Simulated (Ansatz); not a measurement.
GaPt₃N (anti-perovskite, Pm-3m), DFT-r²SCAN in the program Ansatz with PAW potentials, all energies at zero smearing, with the estimated change up to a 700 eV cutoff added, with one set of potentials and settings (totals compare only within such a set). Cell of 5 atoms (1 Ga, 3 Pt, 1 N): -41787.461 eV.

| element | reference phase | E (eV/atom) |
|---|---|---|
| Ga | Cmce, 4 atoms in the cell | -3790.2722 |
| Pt | Fm-3m, 1 atoms in the cell | -12538.2501 |
| N | Pa-3, 8 atoms in the cell | -384.8341 |

Formation energy per atom, worked out: (-41787.461 − 1×(-3790.2722) − 3×(-12538.2501) − 1×(-384.8341))/5 = 0.479 eV/atom (46 kJ per mol of atoms), at 0 K, without zero-point energy or fitted corrections.

The start of the workflow was typed in or built on a structure type; neither database checked (COD, Materials Project) lists it. Whether it is the stable phase at ambient conditions was not checked. The cell was relaxed with r²SCAN under the symmetry of its start; whether a distortion lowers the energy is not shown. No spin polarisation was allowed. The volume moved by 21 % from the start of the relaxation. Its formation energy is positive at this level, so the cell may be metastable or incomplete. The references are the lowest solids computed at this level, not always the standard phases (solids in place of the gases). Scalar-relativistic: spin–orbit coupling is off unless named, which matters more the heavier the elements.

Potentials: the earlier of the program's two PAW sets.
